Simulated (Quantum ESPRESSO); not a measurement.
## In3TiO5N (input and log of a self-consistent run)

Computed values, not a measurement. The program is pw.x of Quantum ESPRESSO 7.5 (plane-wave density functional theory). The cell is made up: 10 atoms on a corundum lattice, with randomly drawn elements, strain and displacements, not relaxed. PseudoDojo standard norm-conserving files (v0.5 for PBE, v0.4.1 for LDA and PBEsol) set the functional; there is no spin polarisation, spin-orbit coupling or dispersion term, and the masses in the input are unused placeholders.

Input:

```
&control calculation='scf', pseudo_dir='./dojo.nc.sr.pbe.v0_5.standard.upf', outdir='./o', disk_io='low', tprnfor=.true., tstress=.true. /
&system ibrav=0, nat=10, ntyp=4, nbnd=49, ecutwfc=105.61755193, nosym=.true., tot_charge=0,
 occupations='smearing', smearing='fd', degauss=0.0018374661
/
&electrons conv_thr=7.350e-09, electron_maxstep=60, /
ATOMIC_SPECIES
In 1.0 In.upf
N 1.0 N.upf
O 1.0 O.upf
Ti 1.0 Ti.upf
CELL_PARAMETERS angstrom
2.7401 1.6096 4.9397
-2.7458 1.6204 4.9394
0.0065 -3.2277 4.9388
ATOMIC_POSITIONS angstrom
In -0.0083 -0.142 5.2741
In 0.0891 -0.0786 2.1394
In 0.0636 -0.0876 9.5915
Ti -0.0317 -0.0508 12.5927
O -1.1401 1.7795 8.6552
O -0.8647 -1.7508 8.5137
O 2.0421 0.1085 8.592
N 0.9576 -1.6279 6.0569
O 0.7099 1.7799 6.1415
O -1.9061 -0.1278 6.1484
K_POINTS automatic
7 7 7 1 1 1
```

The log is shortened where brackets say so; the opening notice, blank lines, dates and the lines on written files are dropped, and the path of the files is cut. It prints rydbergs, bohrs and kilobars, and counts compression as positive stress.

```
     Program PWSCF v.7.5
     Parallel version (MPI & OpenMP), running on       4 processor cores
     Number of MPI processes:                 4
     Threads/MPI process:                     1
     [start-up lines left out]
     bravais-lattice index     =            0
     lattice parameter (alat)  =      11.0996  a.u.
     unit-cell volume          =     885.5147 (a.u.)^3
     number of atoms/cell      =           10
     number of atomic types    =            4
     number of electrons       =        86.00
     number of Kohn-Sham states=           49
     kinetic-energy cutoff     =     105.6176  Ry
     charge density cutoff     =     422.4702  Ry
     scf convergence threshold =      7.3E-09
     mixing beta               =       0.7000
     number of iterations used =            8  plain     mixing
     Exchange-correlation= PBE
                           (   1   4   3   4   0   0   0)
     [axes and pseudopotential details left out]
   Cartesian axes
     site n.     atom                  positions (alat units)
         1        In     tau(   1) = (  -0.0014131  -0.0241758   0.8979277  )
         2        In     tau(   2) = (   0.0151695  -0.0133818   0.3642378  )
         3        In     tau(   3) = (   0.0108280  -0.0149141   1.6329750  )
         4        Ti     tau(   4) = (  -0.0053970  -0.0086488   2.1439362  )
         5        O      tau(   5) = (  -0.1941046   0.3029640   1.4735677  )
         6        O      tau(   6) = (  -0.1472172  -0.2980777   1.4494770  )
         7        O      tau(   7) = (   0.3476722   0.0184724   1.4628078  )
         8        N      tau(   8) = (   0.1630336  -0.2771537   1.0312012  )
         9        O      tau(   9) = (   0.1208621   0.3030321   1.0456045  )
        10        O      tau(  10) = (  -0.3245179  -0.0217582   1.0467793  )
     number of k points=   172  Fermi-Dirac smearing, width (Ry)=  0.0018
     Number of k-points >= 100: set verbosity='high' to print them.
     Dense  grid:   129875 G-vectors     FFT dimensions: (  75,  75,  75)
     Estimated max dynamical RAM per process >     720.43 MB
     Estimated total dynamical RAM >       2.72 GB
     Initial potential from superposition of free atoms
     starting charge      85.9867, renormalised to      86.0000
     Starting wfcs are   61 randomized atomic wfcs
     total cpu time spent up to now is       27.3 secs
     per-process dynamical memory:   654.9 Mb
     Self-consistent Calculation
     iteration #  1     ecut=   105.62 Ry     beta= 0.70
     Davidson diagonalization with overlap
     ethr =  1.00E-02,  avg # of iterations =  2.0
     total cpu time spent up to now is       79.0 secs
     total energy              =    -701.64645229 Ry
     estimated scf accuracy    <       3.87232261 Ry
     iteration #  2     ecut=   105.62 Ry     beta= 0.70
     Davidson diagonalization with overlap
     ethr =  4.50E-03,  avg # of iterations =  6.0
     total cpu time spent up to now is      154.5 secs
     total energy              =    -697.75530434 Ry
     estimated scf accuracy    <      51.35356204 Ry
     iteration #  3     ecut=   105.62 Ry     beta= 0.70
     Davidson diagonalization with overlap
     ethr =  4.50E-03,  avg # of iterations =  5.8
     total cpu time spent up to now is      218.4 secs
     total energy              =    -703.60816092 Ry
     estimated scf accuracy    <       2.34806738 Ry
     iteration #  4     ecut=   105.62 Ry     beta= 0.70
     Davidson diagonalization with overlap
     ethr =  2.73E-03,  avg # of iterations =  2.0
     total cpu time spent up to now is      272.9 secs
     total energy              =    -703.76435838 Ry
     estimated scf accuracy    <       0.63789342 Ry
     iteration #  5     ecut=   105.62 Ry     beta= 0.70
     Davidson diagonalization with overlap
     ethr =  7.42E-04,  avg # of iterations =  3.7
     total cpu time spent up to now is      328.4 secs
     total energy              =    -703.72311000 Ry
     estimated scf accuracy    <       0.31301534 Ry
     [iterations 6 to 11 left out]
     iteration # 12     ecut=   105.62 Ry     beta= 0.70
     Davidson diagonalization with overlap
     ethr =  1.32E-08,  avg # of iterations =  3.0
     total cpu time spent up to now is      747.2 secs
     total energy              =    -703.76539577 Ry
     estimated scf accuracy    <       0.00000261 Ry
     iteration # 13     ecut=   105.62 Ry     beta= 0.70
     Davidson diagonalization with overlap
     ethr =  3.04E-09,  avg # of iterations =  2.1
     total cpu time spent up to now is      799.1 secs
     total energy              =    -703.76539559 Ry
     estimated scf accuracy    <       0.00000138 Ry
     iteration # 14     ecut=   105.62 Ry     beta= 0.70
     Davidson diagonalization with overlap
     ethr =  1.60E-09,  avg # of iterations =  2.1
     total cpu time spent up to now is      854.1 secs
     total energy              =    -703.76539577 Ry
     estimated scf accuracy    <       0.00000009 Ry
     iteration # 15     ecut=   105.62 Ry     beta= 0.70
     Davidson diagonalization with overlap
     ethr =  9.96E-11,  avg # of iterations =  5.2
     total cpu time spent up to now is      920.7 secs
     total energy              =    -703.76539580 Ry
     estimated scf accuracy    <       0.00000003 Ry
     iteration # 16     ecut=   105.62 Ry     beta= 0.70
     Davidson diagonalization with overlap
     ethr =  3.39E-11,  avg # of iterations =  2.0
     total cpu time spent up to now is      970.3 secs
     End of self-consistent calculation
     [lines on levels left out]
!    total energy              =    -703.76539580 Ry
     estimated scf accuracy    <          4.0E-09 Ry
     smearing contrib. (-TS)   =      -0.00000000 Ry
     internal energy E=F+TS    =    -703.76539580 Ry
     The total energy is F=E-TS. E is the sum of the following terms:
     one-electron contribution =    -180.03581450 Ry
     hartree contribution      =     153.30710050 Ry
     xc contribution           =    -185.72580515 Ry
     ewald contribution        =    -491.31087664 Ry
     convergence has been achieved in  16 iterations
     Forces acting on atoms (cartesian axes, Ry/au):
     atom    1 type  1   force =    -0.01742815    0.10249497   -0.01178161
     atom    2 type  1   force =    -0.04048555    0.05919483   -0.03810514
     atom    3 type  1   force =    -0.05472155    0.01519563   -0.02643905
     atom    4 type  4   force =    -0.01284535   -0.01397008    0.01224384
     atom    5 type  3   force =     0.08691057    0.04617835   -0.03694218
     atom    6 type  3   force =    -0.07637334   -0.01145133   -0.02352607
     atom    7 type  3   force =    -0.01514021   -0.06412405   -0.03827532
     atom    8 type  2   force =     0.15049611   -0.08101490    0.08624171
     atom    9 type  3   force =     0.00880977    0.01397370    0.06398740
     atom   10 type  3   force =    -0.02922230   -0.06647711    0.01259642
     Total force =     0.302986     Total SCF correction =     0.000158
     Computing stress (Cartesian axis) and pressure
          total   stress  (Ry/bohr**3)                   (kbar)     P=      -29.01
  -0.00031524  -0.00020365   0.00009819          -46.37      -29.96       14.44
  -0.00020365  -0.00014516  -0.00009404          -29.96      -21.35      -13.83
   0.00009819  -0.00009404  -0.00013114           14.44      -13.83      -19.29
     init_run     :     24.81s CPU     26.11s WALL (       1 calls)
     electrons    :    938.51s CPU    943.09s WALL (       1 calls)
     forces       :      6.78s CPU      6.85s WALL (       1 calls)
     stress       :     23.00s CPU     23.98s WALL (       1 calls)
     [timing details left out]
     PWSCF        :  16m34.50s CPU  16m41.69s WALL
     JOB DONE.
```

In other units: free energy -9575.216 eV for the cell, pressure -2.90 GPa, largest force component 3.869 eV/Å. This run is the check on a run of the same cell at 1143 eV and a 5 x 5 x 5 mesh: rerunning at 1437 eV and a 7 x 7 x 7 mesh moved values by no more than 0.003 eV in energy, 0.03 GPa in stress and 0.002 eV/Å in force.